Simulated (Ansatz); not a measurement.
Input:

Y3Si in space group Fm-3m (No. 225; Si on 4a, Y on 4b, Y on 8c), a = b = c = 7.3991 Å, α = β = γ = 90.00°; the cell used has 4 atoms.

This is the PBE-relaxed structure.

Problem. All from DFT-PBE in the program Ansatz with PAW potentials, unless another level is named. Give the electronic character.

Solution. metallic (no gap).

Problem. Predict the formation energy from the elements (no fitted shifts).

Solution. -0.020 eV/atom.

Problem. Next, the density of states at the Fermi level?

Solution. 2.0 states/eV per atom (mean over ±0.08 eV).

Problem. Predict the gap with spin–orbit coupling.

Solution. none (metallic).

The cell is a constructed one: a structure type filled with these elements; neither database checked (COD, Materials Project) lists it. Its standing as an ambient phase is unchecked. Symmetry was held in the PBE relaxation. At this level the phase is dynamically unstable (imaginary phonons). No spin polarisation was allowed. The references are the lowest solids computed at this level, not always the standard phases. Scalar-relativistic: spin–orbit coupling is off unless named, which matters more the heavier the elements.

Potentials: the later of the program's two PAW sets.
